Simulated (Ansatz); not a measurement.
Sb2Se3 (Pnma), relaxed and computed with several functionals in Ansatz (plane waves, PAW).

```tsv
functional	a (Å)	c (Å)	V (Å³/atom)	gap (eV)	ΔH_f (eV/atom)	K_Hill (GPa)	G_Hill (GPa)	electron conductivity mass (mₑ)	Θ_D (K)
LDA	___	___	___	___	___	___	___	___	___
r²SCAN+D4	12.096	11.638	28.08	1.14	-0.29	24.3	13.1	0.35	165
PBE+D3(BJ)	11.667	11.356	26.43	0.81	-0.26	31.4	16.2	0.19	183
```

Problem. What belongs in the gaps?

Solution. 
- LDA, a (Å): 11.535
- LDA, c (Å): 11.214
- LDA, V (Å³/atom): 25.59
- LDA, gap (eV): 0.71
- LDA, ΔH_f (eV/atom): -0.25
- LDA, K_Hill (GPa): 34.8
- LDA, G_Hill (GPa): 16.6
- LDA, electron conductivity mass (mₑ): 0.35
- LDA, Θ_D (K): 184

Weakly bound layers, chains or molecules computed without a dispersion correction, so cells and soft constants are ill determined: Sb2Se3, Pnma (Pearson symbol oP20) with LDA. All cells were relaxed under the symmetry of their starts (and spin orders); stability against distortions was not tested throughout. Spin–orbit coupling is left out wherever it is not named.

Potentials: the later of the program's two PAW sets.

Ansatz (a quantum-chemistry and plane-wave program) is a plane-wave DFT program.

Formation energies count from the lowest solids of the elements computed at the same level, not from gases.
